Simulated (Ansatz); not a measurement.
PbS as a free-standing sheet: computed properties

PbS:
```xyz
4
Lattice="4.2157 0.0000 0.0000 0.0000 4.2157 0.0000 0.0000 0.0000 32.0000" Properties=species:S:1:pos:R:3 pbc="T T F"
Pb     0.0000     2.1079    14.5619
S      0.0000     2.1079    17.2199
Pb     2.1079     0.0000    17.4381
S      2.1079     0.0000    14.7801
```
The layer is periodic in x and y and isolated along z.

Method: the program Ansatz at the r²SCAN+D4 level (PAW). Lattice and atoms are relaxed at this level; other levels are named.

Structure:

* **In-plane lattice**: a = 4.216 Å
* **Distance between the outermost nuclei**: 2.88 Å
* **Exfoliation energy from the relaxed bulk parent**: 24 meV/Å²

Electronic structure:

- Band gap: 2.13 eV (nearly direct: the direct gap is 2.13 eV)
- Valence-band maximum: on the Γ–X line, 81 % of the way from Γ
- Conduction-band minimum: on the Γ–X line, 84 % of the way from Γ
- Ionisation potential (Kohn–Sham): 4.63 eV
- Electron affinity (Kohn–Sham): 2.50 eV
- Electron effective mass, in the valley on the Γ–X line, 84 % of the way from Γ: 0.16 along x, 0.19 along y (mₑ)
- Hole effective mass, in the valley on the Γ–X line, 81 % of the way from Γ: 0.15 along x, 0.27 along y (mₑ)
- Electron effective mass with spin–orbit coupling, in the valley on the Γ–X line, 82 % of the way from Γ: 0.14 along x, 0.22 along y (mₑ)
- Hole effective mass with spin–orbit coupling, in the valley on the Γ–X line, 81 % of the way from Γ: 0.15 along x, 0.25 along y (mₑ)
- Gap with spin–orbit coupling: 1.66 eV
- HSE06 gap on the r²SCAN+D4 cell: 2.39 eV
- HSE06 gap with spin–orbit coupling on the r²SCAN+D4 cell: 1.94 eV
- HSE06 ionisation potential: 4.82 eV

Charges:

* **Bader charges**: Pb +1.03, S -1.03 e

Space group P4/nmm (square). The layer was cut from a bulk entry of the Materials Project (measured or hypothetical); whether that bulk phase is the ambient one, and whether the layer has been isolated, was not checked. The cell was relaxed with r²SCAN+D4 under the symmetry of its start; whether a distortion lowers the energy is not shown. Spin–orbit coupling is left out wherever it is not named.

Potentials: the earlier of the program's two PAW sets.
